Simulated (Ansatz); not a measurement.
Values for one crystal, relaxed and computed with DFT-r²SCAN in the program Ansatz with PAW potentials; other levels are named.

```yaml
volume_per_atom: 21.72 Å³
electronic_character: metallic (no gap)
Formation energy from the elements (no fitted shifts): -0.53 eV/atom
Density of states at the Fermi level: 0.30 states/eV per atom (mean over ±0.08 eV)
```

**Question.** Pick the material that matches.
(A) YSi2Pd2, I4/mmm (Y on 2a, Si on 4e, Pd on 4d)
(B) LaMg2Si2, P4/mmm (La on 1a, Mg on 2e, Si on 2h)
(C) LaSi2Pt2, P4/nmm (Pearson symbol tP10)
(D) LaSi2Au2, I4/mmm (La on 2a, Si on 4e, Au on 4d)

**Answer.** B, LaMg2Si2, P4/mmm (La on 1a, Mg on 2e, Si on 2h)

The first step of the workflow began from a Materials Project structure, measured or hypothetical; the Crystallography Open Database copy checked does not list it. Whether it is the stable phase at ambient conditions was not checked. The cell was relaxed with r²SCAN under the symmetry of its start; its stability against distortions is not shown here. The references are the lowest solids computed at this level, not always the standard phases. Spin–orbit coupling is left out wherever it is not named.

Potentials: the earlier of the program's two PAW sets.
